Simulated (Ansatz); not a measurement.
The elements of this relaxed trial crystal are hidden behind letters.

```
lattice vectors (Å)
   4.3100    0.0000    0.0000
   0.0000    4.3100    0.0000
   0.0000    0.0000    6.1308
fractional positions
X 0.5000 0.5000 0.5000
Z 0.0000 0.0000 0.0000
Q 0.5000 0.0000 0.2372
Q 0.0000 0.5000 0.7628
Q 0.5000 0.0000 0.7628
Q 0.0000 0.5000 0.2372
```

Method: DFT PBE, scalar-relativistic, plane waves, PAW in Ansatz 0.2.0. Settings of the last relaxation (6-atom cell): 420 eV, 10×10×6 k points, Gaussian smearing of 0.10 eV, collinear spin.

* Space group: P4/mmm (No. 123)
* Conventional cell: a = 4.310 Å, c = 6.131 Å
* Volume per atom: 18.98 Å³
* Density: 5.88 g/cm³
* Energy over the elements: −0.60 eV/atom
* Gap on the 10×10×6 mesh of the 6-atom cell: 0 eV (a metal)
* Net moment per atom: 0.32 μB

Energies are uncorrected and count from the elements' standard states at the same level.

Task: X is a d-block element of period 5, Z is a d-block element of period 6 and Q is a p-block element of period 3. Which elements are they?

Result: X = Zr, Z = W, Q = S, so the formula is ZrWS4. Density times volume gives a mean mass of 5.88 × 18.98/1.6605 = 67.2 u per atom, and this set has 67.2 u. Around Zr lie 8 S at 2.69 Å; W has 8 S at 2.60 Å; around S lie 2 W at 2.60 Å, 2 Zr at 2.69 Å, 5 S at 2.91–3.05 Å and 1 S at 3.22 Å. Other sets within the hints have nearly the same mass, so mass alone doesn't settle it; this one was computed.

Spin–orbit coupling, which can matter for W, is left out. Another magnetic order may lie lower. Symmetry constrained the relaxation, so the result can be a saddle point.
